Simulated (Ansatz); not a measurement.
Relaxed Ag (fcc, Cu type):

```
Ag
1.0
    4.05478     0.00000     0.00000
    0.00000     4.05478     0.00000
    0.00000     0.00000     4.05478
Ag
4
Direct
  0.00000   0.00000   0.00000
  0.50000   0.50000   0.00000
  0.50000   0.00000   0.50000
  0.00000   0.50000   0.50000
```

All values below come from PBEsol (plane waves to 420 eV, PAW, scalar-relativistic; Ansatz, a quantum-chemistry and plane-wave program). k mesh 9×9×9 (Γ-centred), Fermi-Dirac smearing 0.05 eV. With partly filled bands, energies and forces of such displacements shift with the k mesh and the smearing. On this mesh the relaxed cell isn't quite at rest: it carries a pressure of -0.2 GPa (compression positive) at the zero of the scan. Ag was relaxed with its symmetry unable to fall. The PAW data are Ansatz's earlier set.

One atom of the cell was then moved (with its periodic images), all else fixed, and the forces (eV/Å) came out as:

```json
[
 {"atom": "Ag1", "Fx": "0.849", "Fy": "0.000", "Fz": "0.000"},
 {"atom": "Ag2", "Fx": "-0.447", "Fy": "0.000", "Fz": "0.000"},
 {"atom": "Ag3", "Fx": "-0.447", "Fy": "0.000", "Fz": "0.000"},
 {"atom": "Ag4", "Fx": "0.044", "Fy": "0.000", "Fz": "0.000"}
]
```

Question: Which atom was moved, and by which vector (Å)?

Answer: Ag1, by (-0.14, 0.00, 0.00), 0.14 Å in all.

(A displaced cell: forces are minus the slopes of the energy, force constants its curvatures, and phonons follow from these.)
